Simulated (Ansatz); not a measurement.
**Ge: reading a single point**

```
Ge
1.0
     0.00000    2.86365    2.86365
     2.86365    0.00000    2.86365
     2.86365    2.86365    0.00000
Ge
2
Direct
  0.00000 0.00000 0.00000
  0.25000 0.25000 0.25000
```

The numbers come from plane-wave PAW DFT (Ansatz): PBEsol, no spin polarisation, 420 eV, 10×10×10 Γ-centred k points, cold occupations (width 0.2122 eV). Nothing was relaxed.

Is there a gap?

It is a metal, with about 0.042 states/eV a cell as the mean within 0.25 eV of the Fermi level, mostly Ge p (96 %).

Is the cell too large or too small?

The pressure is -1.7 GPa (compression positive), so with the atoms held at these fractions the cell would first shrink.

What do density and ELF say about some of the short contacts?

Ge–Ge at 2.48 Å: least valence density 0.48 e/Å³ and ELF 0.77 there. These are pseudo-fields; inside the PAW spheres they differ from the all-electron ones.

Origin: a database entry at a rescaled volume. Caveats: wide smearing.
